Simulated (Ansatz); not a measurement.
# Al2O3: stationary points along a deformation path

Level of theory: Ansatz 0.2.0, DFT r2SCAN, scalar-relativistic, plane waves, PAW. Cutoff 500 eV, Γ-centred 12×12×4 k-points, Gaussian smearing of 0.05 eV. No spin polarisation. Energies are free energies at this smearing, counted from the undisturbed cell; pressure is positive in compression.

The undisturbed cell (as given, not relaxed at this level; it stands at -5.5 GPa; this form isn't the usual structure):

```
Al O
1.0
     3.01748    0.00000    0.00000
    -1.50874    2.61322    0.00000
     0.00000    0.00000    7.57464
Al O
2 3
Direct
  0.00000 0.00000 0.27795
  0.00000 0.00000 0.72205
  0.33333 0.66667 0.19945
  0.66667 0.33333 0.80055
  0.00000 0.00000 0.50000
```

The cell holds layers and no dispersion correction was added, so their binding is poorly described.

At fixed volume and fractional coordinates, lengths along (0.000, 0.000, 1.000) are scaled against those across it; ρ is that ratio over its starting value. V = 11.946 Å³/atom. Δσ is the stress along the axis less the mean stress across it (compression positive).

| ρ | ΔE (meV/atom) | Δσ (GPa) | space group |
| --- | --- | --- | --- |
| 0.800 | 679.3 | 133.92 | P-3m1 |
| 0.850 | 342.4 | 90.72 | P-3m1 |
| 0.920 | 83.4 | 42.32 | P-3m1 |
| 0.960 | 18.5 | 19.37 | P-3m1 |
| 1.000 | 0.0 | -0.89 | P-3m1 |
| 1.050 | 29.5 | -23.04 | P-3m1 |
| 1.100 | 105.2 | -42.19 | P-3m1 |
| 1.200 | 356.4 | -72.75 | P-3m1 |
| 1.300 | 688.9 | -92.64 | P-3m1 |

Q: How does the stress give the slope of the energy, and where is the energy stationary?

A: Along the path d ln(length) is 2/3 d ln ρ on the axis and −1/3 d ln ρ across it, so dE/d ln ρ = −(2/3) V Δσ: the energy falls with ρ where Δσ is positive. Δσ vanishes or changes sign between ρ = 0.960 and 1.000, a minimum (near 1.00 by linear interpolation). Pairs of stationary points between two samples would go unseen, and could change a minimum read from distant neighbours into a maximum.

Q: Integrate that slope from ρ = 1 to 1.200 by the trapezoid rule.

A: With V/N in Å³ and 1 eV/Å³ = 160.2 GPa the slopes at ρ = 1.000, 1.050, 1.100, 1.200 are 44, 1145, 2097, 3616 meV/atom per unit of ln ρ. The steps add 29.0 + 75.4 + 248.6 = 353.0 meV/atom, against 356.4 from the energies; the trapezoid rule misses the curvature of the slope within each step.

Forces appear on the atoms along this scan, and letting them relax would lower the energy and soften the response. The gap closes along the scan, which can put kinks into the curve.

Cost: 9 runs of about 1.2 core-minutes in all, on Oxide Virtual Turin-like Processor (Zen 5) (shared hosts).